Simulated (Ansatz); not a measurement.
A geometry of SnO away from equilibrium: step 2 of the relaxation of a relaxed SnO cell shaken by Gaussian noise of σ = 0.08 Å a coordinate. These are r2SCAN (plane waves to 500 eV, PAW, scalar-relativistic; Ansatz, a first-principles code) values and carry that method's errors. Γ-centred k-mesh 7×7×1 on the run's cell (coarser than for final values), Fermi–Dirac smearing 0.05 eV.

```xyz
12
Lattice="3.3183 -0.0122 -0.0229 -1.6697 2.8700 0.0084 -0.1914 -0.0295 27.3547" Properties=species:S:1:pos:R:3:forces:R:3 pbc="T T T" free_energy=-39639.728 pressure_GPa=0.3
Sn    -0.1955     0.0204    27.2295   -0.2910   -0.0998    0.6464
Sn    -0.0349    -0.0220    13.5991   -0.3377    0.1689    0.0594
Sn    -0.0188     1.9615     4.4597   -0.5155   -0.0929    0.3547
Sn     1.5012     0.9915    18.2459    0.2227   -0.2488   -0.3286
Sn    -0.0575     1.8408    22.6661   -0.2100    0.0111    0.2131
Sn     1.5089     1.1056     9.0623    0.1721   -0.2009   -0.0063
O     -0.1057     0.0470     3.4632    0.5142    0.0909   -0.3464
O     -0.1056    -0.0108    17.2085   -0.2240    0.2525    0.2676
O     -0.1278     2.0234     8.0509   -0.1753    0.2099   -0.0155
O      1.5559     0.8806    21.6489    0.2179   -0.0181   -0.1603
O     -0.2633     1.9112    26.2599    0.2865    0.1020   -0.6493
O      1.5415     0.9636    12.5632    0.3401   -0.1747   -0.0340
```

Positions in Å, forces in eV/Å, free energy of the cell in eV (comparable only within this code, potentials and settings). Largest force: 0.72 eV/Å, on Sn1, O11 (atoms numbered as listed); the geometry lies 0.03 eV/atom above the end of its relaxation.

No spin polarisation in the result. No dispersion correction is included, so spacings between layers, chains or molecules are soft and tend to come out too large.

The end of the path is a generated cell of SnO: the first start was made by placing the elements on the sites of a structure type, and the end was not matched to a known phase here, so it may be hypothetical. Known forms of SnO include space group No. 129.
